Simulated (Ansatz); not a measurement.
SiGe:
```yaml
crystal:
  lattice:
    - [3.59555, 0.00000, 0.00000]
    - [-1.79777, 3.11383, 0.00000]
    - [0.00000, 0.00000, 3.28046]
  atoms:
    - { symbol: Ge, position: [0.00000, 0.00000, 0.00000] }
    - { symbol: Si, position: [0.66667, 0.33333, 0.50000] }
```

This is the PBE-relaxed structure.

Task: All from the program Ansatz at the PBE level (PAW), unless another level is named. Estimate the electronic character.

Result: metallic (no gap).

Task: Next, the formation energy from the elements (no fitted shifts)?

Result: 0.42 eV/atom.

Task: And the gap with spin–orbit coupling?

Result: none (metallic).

Space group P-6m2. A made-up cell: these elements were put on the sites of a structure type; neither database checked (COD, Materials Project) lists it. Whether it is the stable phase at ambient conditions was not checked. The cell was relaxed with PBE under the symmetry of its start; whether a distortion lowers the energy is not shown. The references are the lowest solids computed at this level, not always the standard phases. Spin–orbit coupling is left out wherever it is not named.

Potentials: the earlier of the program's two PAW sets.
